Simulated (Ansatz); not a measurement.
SiSnGe$_{2}$: relaxed-ion elastic tensor

All numbers below come from DFT PBE, scalar-relativistic, plane waves, PAW (Ansatz 0.2.0). Cutoff 420 eV, 10×10×8 k-points (Γ-centred), Fermi-Dirac smearing of 0.15 eV. No spin polarisation.

Relaxed structure:
```xyz
4
Lattice="4.1601 0.0000 0.0000 0.0000 4.1601 0.0000 0.0000 0.0000 5.9409" Properties=species:S:1:pos:R:3 pbc="T T T"
Si    0.0000    0.0000    0.0000
Sn    2.0801    2.0801    2.9704
Ge    2.0801    0.0000    4.6032
Ge    0.0000    2.0801    1.3377
```

The cell was built by swapping an element in a database structure (itself possibly hypothetical) and relaxing; it need not be the stable form of this composition. In a metal, frequencies and elastic constants depend on the k mesh and the smearing, soft modes and shear constants most.

Task: Give the relaxed-ion elastic constants (GPa, Voigt order xx yy zz yz xz xy, on the axes of the cell above).

Result:
```
108.4  22.2  37.2   0.0   0.0   0.0
 22.2 108.4  37.2   0.0   0.0   0.0
 37.2  37.2  93.5   0.0   0.0   0.0
  0.0   0.0   0.0  45.1   0.0   0.0
  0.0   0.0   0.0   0.0  45.1   0.0
  0.0   0.0   0.0   0.0   0.0  27.8
```

Task: Is the crystal stable against homogeneous strain?

Result: Yes: the least eigenvalue of the tensor is 27.8 GPa.

Task: And the moduli of a polycrystal (Hill averages)?

Result: B = 56 GPa, G = 37 GPa, E = 91 GPa, ν = 0.23.